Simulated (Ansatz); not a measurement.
Method: DFT PBE, scalar-relativistic, plane waves, PAW in Ansatz. All cells share a 420 eV cutoff and Γ-centred k meshes spaced at most about 0.3 Å⁻¹ (about 0.25 or finer for metals, 2π included). No spin polarisation in the final relaxations.

Temperature and zero-point effects are left out.

Two relaxed structures of Lu₂Si₃P:

A. Space group P6/mmm (No. 191), hexagonal, a = 5.221 Å, c = 4.992 Å. Lu is surrounded by 6 Si at 2.92 Å, 3 Lu at 3.01 Å and 3 P at 3.01 Å; Si is surrounded by 4 Si at 2.61 Å and 4 Lu at 2.92 Å; around P lie 6 Lu at 3.01 Å.

B. Space group P4/mmm (No. 123), tetragonal, a = 5.393 Å, c = 6.729 Å. Around Lu lie 2 P at 2.70 Å and 2 Si at 2.70 Å; Si on a site of symmetry 4mm is surrounded by 2 Si at 2.23–2.25 Å; Si on a site of symmetry 4/mmm has 2 Si at 2.25 Å and 4 Lu at 2.70 Å; P has 4 Lu at 2.70 Å.

Task: Which would you expect to be lower, and how large is the difference?

Result: A is lower, by 0.31 eV/atom. A has space group P6/mmm (No. 191), 19.6 Å³/atom and no gap on its mesh; B has space group P4/mmm (No. 123), 32.6 Å³/atom and no gap. Counting P or Si atoms around Lu (for each partner element, those within 1.25 times its shortest distance or 1.15 times the sum of covalent radii, where it is the nearest in units of that sum or under 1.3), A has Lu 9 and B has Lu 4. B holds Si–Si chains (shortest 2.23 Å); in A the shortest Si–Si distance is 2.61 Å, near bonding range too. The denser one is the lower, and pressure would at first widen the difference. Both come from invented guesses. A third cell relaxed alike, in P-6m2, lies 0.32 eV/atom below the lower of the two.

A magnetic state wasn't ruled out in cells without spin, among them P6/mmm, P4/mmm. Cells relaxed within their symmetry can be saddle points.
